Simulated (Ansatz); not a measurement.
The relaxed structure here is a generated cell of TiSi2: the first start was made by placing the elements on the sites of a structure type, and the end was not matched to a known phase here, so it may be hypothetical. Known forms of TiSi2 include space group No. 63, 70.

One starting cell of TiSi₂ (a generated cell, TiSi2 placed in the fluorite structure type) was relaxed twice with Ansatz (plane waves, PAW, scalar-relativistic): with r2SCAN at 500 eV and with PBE at 420 eV. The r2SCAN result:

```
CELL_PARAMETERS angstrom
      0.00000     2.96575     2.96575
      2.96575     0.00000     2.96575
      2.96575     2.96575     0.00000
ATOMIC_POSITIONS crystal
  Ti 0.00000 0.00000 0.00000
  Si 0.25000 0.25000 0.25000
  Si 0.75000 0.75000 0.75000
```

```
quantity                          r2SCAN    PBE
--------------------------------  ------  -----
space group                        Fm-3m  Fm-3m
volume (Å³/atom)                   17.39      …
a (Å)                              5.931      …
gap (eV, no spin-orbit coupling)    0.00      …
```

Question: Fill in the PBE column.

Answer: 
- volume (Å³/atom), PBE: 17.55
- a (Å), PBE: 5.949
- gap (eV, no spin-orbit coupling), PBE: 0.00

Both levels end in the same structure; PBE's volume is 0.9 % larger. Neither column is exact.

No spin polarisation in the result. A magnetic state may lie lower.

The run could not lower the symmetry of its start; a shaken copy of this end point relaxes with r2SCAN to C2/m (No. 12), 0.57 eV/atom lower.

Ansatz is a program for electronic structure.
